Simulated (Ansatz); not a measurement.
This guess for Zr3TiSi8 is about to be relaxed.

```yaml
crystal:
  lattice:
    - [7.16386, 0.00000, 0.00000]
    - [0.00000, 1.79596, 7.25072]
    - [0.00000, -1.79596, 7.25072]
  atoms:
    - { symbol: Zr, position: [0.75000, 0.60591, 0.60591] }
    - { symbol: Zr, position: [0.25000, 0.60591, 0.60591] }
    - { symbol: Zr, position: [0.50000, 0.39409, 0.39409] }
    - { symbol: Ti, position: [0.00000, 0.39409, 0.39409] }
    - { symbol: Si, position: [0.00000, 0.05146, 0.05146] }
    - { symbol: Si, position: [0.50000, 0.05146, 0.05146] }
    - { symbol: Si, position: [0.75000, 0.94854, 0.94854] }
    - { symbol: Si, position: [0.25000, 0.94854, 0.94854] }
    - { symbol: Si, position: [0.75000, 0.24975, 0.24975] }
    - { symbol: Si, position: [0.25000, 0.24975, 0.24975] }
    - { symbol: Si, position: [0.00000, 0.75025, 0.75025] }
    - { symbol: Si, position: [0.50000, 0.75025, 0.75025] }
```

All numbers below come from Ansatz, DFT PBE, scalar-relativistic, plane waves, PAW. Cutoff 420 eV, Gaussian smearing, Γ-centred meshes. Cell and atoms relax first on a coarse mesh and then on a finer one. In between, the cell is made exact in the group found at 0.06 Å. In metals the finer mesh still leaves noise of several meV/atom or more. The steps can't lower the symmetry of their start. No spin polarisation in the relaxation; trial moments died out in a coarse test.

A guess keeps its type if space group and coordination stay and the shape of the cell changes little (axis ratios within about 15 %, angles within 6°); the volume may change.

Problem. Will the relaxed cell still be of the starting type?

Solution. It keeps its type. The symmetry stays Amm2 (No. 38). The volume per atom grows by 4.3 %, from 15.5 to 16.2 Å³. The shortest distance goes from 2.33 Å (Si–Si) to 2.38 Å (Si–Si). Counting neighbours within 15 % of an atom's shortest distance, the start has Si 6/8, Ti 10, Zr 10 and the end Si 6/8, Ti 10, Zr 10.

The zero of energy is the elements' standard structures at the same level; no fitted shifts are applied.

Problem. At what energy does it end?

Solution. −0.63 eV/atom. Whether it is stable depends on the other phases of the system, which aren't compared here.

The last run used a 6×10×10 mesh (in the run's order of axes) for its 12-atom cell and Gaussian smearing of 0.10 eV. Symmetry constrained the relaxation, so the result can be a saddle point.

In counts of neighbours, a slash parts the counts of unlike sites.
